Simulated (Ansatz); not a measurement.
C:
Space group P6₁22 (No. 178); a = b = 3.561 Å, c = 3.364 Å, α = β = 90.00°, γ = 120.00°

```tsv
atom	site	symmetry	x	y	z
C	6b	..2	0.4649	0.2325	0.0833
```

Relaxed with r²SCAN.

Task: Which orbitals make up the states near the band edges in DFT-r²SCAN in the program Ansatz with PAW potentials?

Result: Top 1 eV of the valence band: C 2p 98 %. Bottom 1 eV of the conduction band: C 2p 82 %, C 2s 10 %, outside the projected shells 8 %. Projections are on Löwdin-orthogonalised atomic valence shells; empty p or d shells of many metals are not among them.

Task: Tabulate the density of states.

Result: States/eV per cell of 6 atoms, in 0.25 eV bins, energy from the valence-band maximum.

| E (eV) | total | C 2p | C 2s |
|---|---|---|---|
| -7.88 | 1.84 | 1.45 | 0.37 |
| -7.63 | 1.73 | 1.36 | 0.36 |
| -7.38 | 1.21 | 0.97 | 0.24 |
| -7.13 | 0.99 | 0.79 | 0.19 |
| -6.88 | 1.15 | 0.91 | 0.24 |
| -6.63 | 1.35 | 1.09 | 0.26 |
| -6.38 | 0.80 | 0.65 | 0.16 |
| -6.13 | 0.06 | 0.04 | 0.01 |
| -5.88 | 0.07 | 0.07 | 0.01 |
| -5.63 | 0.49 | 0.45 | 0.05 |
| -5.38 | 1.72 | 1.52 | 0.20 |
| -5.13 | 2.45 | 2.14 | 0.30 |
| -4.88 | 2.25 | 1.98 | 0.25 |
| -4.63 | 2.34 | 2.10 | 0.23 |
| -4.38 | 2.19 | 1.96 | 0.22 |
| -4.13 | 2.02 | 1.81 | 0.20 |
| -3.88 | 1.76 | 1.58 | 0.18 |
| -3.63 | 1.64 | 1.48 | 0.16 |
| -3.38 | 1.91 | 1.74 | 0.17 |
| -3.13 | 1.72 | 1.56 | 0.15 |
| -2.88 | 1.58 | 1.44 | 0.14 |
| -2.63 | 1.84 | 1.69 | 0.15 |
| -2.38 | 2.08 | 1.92 | 0.15 |
| -2.13 | 2.46 | 2.29 | 0.16 |
| -1.88 | 2.54 | 2.39 | 0.14 |
| -1.63 | 2.57 | 2.44 | 0.12 |
| -1.38 | 2.69 | 2.56 | 0.12 |
| -1.13 | 2.68 | 2.58 | 0.10 |
| -0.88 | 2.08 | 2.02 | 0.05 |
| -0.63 | 2.70 | 2.64 | 0.05 |
| -0.38 | 3.33 | 3.26 | 0.06 |
| -0.13 | 0.89 | 0.87 | 0.01 |
| 0.12 | 0.00 | 0.00 | 0.00 |
| 0.37 | 0.00 | 0.00 | 0.00 |
| 0.62 | 0.00 | 0.00 | 0.00 |
| 0.87 | 0.00 | 0.00 | 0.00 |
| 1.12 | 0.00 | 0.00 | 0.00 |
| 1.37 | 0.00 | 0.00 | 0.00 |
| 1.62 | 0.00 | 0.00 | 0.00 |
| 1.87 | 0.00 | 0.00 | 0.00 |
| 2.12 | 0.00 | 0.00 | 0.00 |
| 2.37 | 0.00 | 0.00 | 0.00 |
| 2.62 | 0.00 | 0.00 | 0.00 |
| 2.87 | 0.00 | 0.00 | 0.00 |
| 3.12 | 0.00 | 0.00 | 0.00 |
| 3.37 | 0.00 | 0.00 | 0.00 |
| 3.62 | 0.00 | 0.00 | 0.00 |
| 3.87 | 0.00 | 0.00 | 0.00 |
| 4.12 | 0.00 | 0.00 | 0.00 |
| 4.37 | 0.02 | 0.02 | 0.00 |
| 4.62 | 0.25 | 0.21 | 0.02 |
| 4.87 | 0.33 | 0.27 | 0.03 |
| 5.12 | 0.43 | 0.34 | 0.05 |
| 5.37 | 0.53 | 0.42 | 0.06 |
| 5.62 | 0.49 | 0.39 | 0.06 |
| 5.87 | 0.47 | 0.36 | 0.07 |
| 6.12 | 0.59 | 0.44 | 0.09 |
| 6.37 | 0.75 | 0.56 | 0.11 |
| 6.62 | 0.99 | 0.74 | 0.15 |
| 6.87 | 1.07 | 0.79 | 0.17 |
| 7.12 | 1.09 | 0.80 | 0.17 |
| 7.37 | 1.16 | 0.85 | 0.17 |
| 7.62 | 1.18 | 0.85 | 0.18 |
| 7.87 | 1.17 | 0.84 | 0.19 |
| 8.12 | 1.25 | 0.88 | 0.21 |
| 8.37 | 1.12 | 0.80 | 0.18 |
| 8.62 | 1.08 | 0.77 | 0.17 |
| 8.87 | 1.11 | 0.79 | 0.17 |
| 9.12 | 1.27 | 0.91 | 0.19 |

Space group P6_122. The start of the workflow was typed in or built on a structure type; neither database checked (COD, Materials Project) lists it. It is not the phase usual at ambient conditions (space group No. 194, 227). The r²SCAN relaxation kept the symmetry of its start; whether a distortion lowers the energy is not shown.

Potentials: the earlier of the program's two PAW sets.
